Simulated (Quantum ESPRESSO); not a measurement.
# Kohn-Sham bands of LiNbO3 (R-3c)

```yaml
crystal:
  lattice:
    - [-2.63472, 4.56347, 0.00000]
    - [-5.26944, 0.00000, 0.00000]
    - [-2.63472, 1.52116, 4.63437]
  atoms:
    - { symbol: Li, position: [0.25000, 0.25000, 0.25000] }
    - { symbol: Li, position: [0.75000, 0.75000, 0.75000] }
    - { symbol: Nb, position: [0.00000, 0.00000, 0.00000] }
    - { symbol: Nb, position: [0.50000, 0.50000, 0.50000] }
    - { symbol: O, position: [0.75000, 0.37036, 0.75000] }
    - { symbol: O, position: [0.25000, 0.62964, 0.25000] }
    - { symbol: O, position: [0.12964, 0.75000, 0.75000] }
    - { symbol: O, position: [0.87036, 0.25000, 0.25000] }
    - { symbol: O, position: [0.37036, 0.12963, 0.75000] }
    - { symbol: O, position: [0.62964, 0.87037, 0.25000] }
```

Cell from Materials Project (mp-552588), symmetrised, no further relaxation. COD (Crystallography Open Database) has the formula in 3 space groups, this one among them (matched by group alone). Computed values, not measurements, from PBEsol: Quantum ESPRESSO (norm-conserving PseudoDojo potentials, cutoff 68 Ry, no spin polarisation, no spin-orbit coupling) on a Γ-centred 6×6×6 mesh, then Wannier90. Density: 8×8×8 mesh, cold smearing 0.01 Ry.

Energies are relative to the valence-band maximum; weights are on the orthonormalised atomic waves of the pseudopotential files, averaged over the group. 68 electrons a cell are treated as valence.

Problem. Into which isolated groups do the bands fall, where do they lie and what are they made of?

Solution. 
| bands | from (eV) | to (eV) | filling | weight on atomic waves |
|---|---|---|---|---|
| 1–2 | -54.49 | -54.48 | filled | Nb 4s 95 % |
| 3–4 | -42.22 | -42.21 | filled | Li 1s 99 % |
| 5–10 | -30.72 | -30.53 | filled | Nb 4p 96 % |
| 11–16 | -16.82 | -15.17 | filled | O 2s 83 %, Nb 4d 9 %, Nb 5s 4 % |
| 17–34 | -4.78 | 0.00 | filled | O 2p 82 %, Nb 4d 14 % |
| 35–40 | 2.38 | 5.36 | empty | Nb 4d 70 %, O 2p 25 % |

The Kohn-Sham gap over both meshes and the path is 2.38 eV.
